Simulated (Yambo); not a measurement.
Yambo run on LuBrO (space group P4/nmm, No. 129). The wavefunctions are PBEsol (Quantum ESPRESSO, PseudoDojo norm-conserving, 100 Ry, no spin-orbit coupling) ones on a 4×4×1 mesh (38 occupied bands); a = b = 3.7540 Å, c = 8.2860 Å, α = β = γ = 90.00°.

Yambo input:

```
rim_cut
HF_and_locXC
RandQpts= 1000000
RandGvec= 1 Ry
EXXRLvcs= 100 Ry
VXCRLvcs= 400 Ry
% QPkrange
 1 | 1 | 38 | 39 |
 3 | 3 | 38 | 39 |
 6 | 6 | 38 | 39 |
%
```

k points by index: 1 = Γ, 3 = X, 6 = M.

Table of the .hf output:

```
#    K-point    Band    Eo [eV]    Ehf [eV]    Vxc [eV]    Vnlxc [eV]
#
    1    38    0.000000    -3.784306    -15.25964    -19.04394
    1    39    4.054165    8.410320    -10.49145    -6.135300
    3    38    -0.430403    -3.883621    -14.26663    -17.71985
    3    39    5.490632    9.844696    -12.36423    -8.010161
    6    38    -0.605846    -5.194731    -22.67154    -27.26043
    6    39    4.736569    8.922989    -11.21532    -7.028895
```
Exchange alone, without screening.

Geometry relaxed with PBE+D3(BJ).
